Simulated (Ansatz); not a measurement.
A trial cell of Ge3Te2O, before relaxation:

Space group R-3m:H (No. 166). a = 5.662 Å, b = 5.662 Å, c = 13.802 Å, α = 90.00°, β = 90.00°, γ = 120.00°
| atom | site | symmetry | x | y | z |
| --- | --- | --- | --- | --- | --- |
| Ge | 9d | .2/m | 0.3333 | 0.1667 | 0.1667 |
| Te | 6c | 3m | 0.3333 | 0.6667 | 0.2837 |
| O | 3a | -3m | 0.0000 | 0.0000 | 0.0000 |

Theory: DFT PBE, scalar-relativistic, plane waves, PAW in Ansatz 0.2.0. Cutoff 420 eV, Gaussian smearing, Γ-centred meshes. Cell and atoms relax on a converged mesh. In metals the finer mesh still leaves noise of several meV/atom or more. The steps can't lower the symmetry of their start. No spin polarisation.

A guess keeps its type if space group and coordination stay and the shape of the cell changes little (axis ratios within about 15 %, angles within 6°); the volume may change.

Question: Will the relaxed cell still be of the starting type?

Answer: It doesn't keep its type. The symmetry stays R-3m (No. 166). The volume per atom stays near 21.4 Å³. The shortest distance goes from 2.82 Å (Ge–O) to 2.60 Å (Ge–O). The ratio c/a of the conventional cell changes by a factor of 0.72. Counting neighbours within 15 % of an atom's shortest distance, the start has Ge 6, O 6, Te 16 and the end Ge 4, O 6, Te 4. In detail, at the end around Ge lie 2 O at 2.60 Å and 2 Te at 2.87 Å; around Te lie 3 Ge at 2.87 Å and 1 Te at 2.96 Å; O has 6 Ge at 2.60 Å.

```
Ge Te O
1.0
     3.16361    1.82651    3.69689
    -3.16361    1.82651    3.69689
     0.00000   -3.65303    3.69689
Ge Te O
3 2 1
Direct
  0.50000 0.00000 0.00000
  0.00000 0.50000 0.00000
  0.00000 0.00000 0.50000
  0.63323 0.63323 0.63323
  0.36677 0.36677 0.36677
  0.00000 0.00000 0.00000
```

Energies over the elements count from the elements' standard structures at the same level (O₂ as a molecule), with no fitted energy shifts.

Question: At what energy does it end?

Answer: +0.19 eV/atom. It can't be a ground state, since the elements alone are lower.

The last run used a 12×12×12 mesh for its 6-atom cell and Gaussian smearing of 0.10 eV. Spin–orbit coupling, which can matter for Te, is left out. The reference form of Te is held partly by dispersion forces, which this level lacks. Symmetry constrained the relaxation, so the result can be a saddle point. Another cell of Ge3Te2O relaxed alike, in P-3m1, lies 0.31 eV/atom lower, so this cell isn't the stable form at this level.
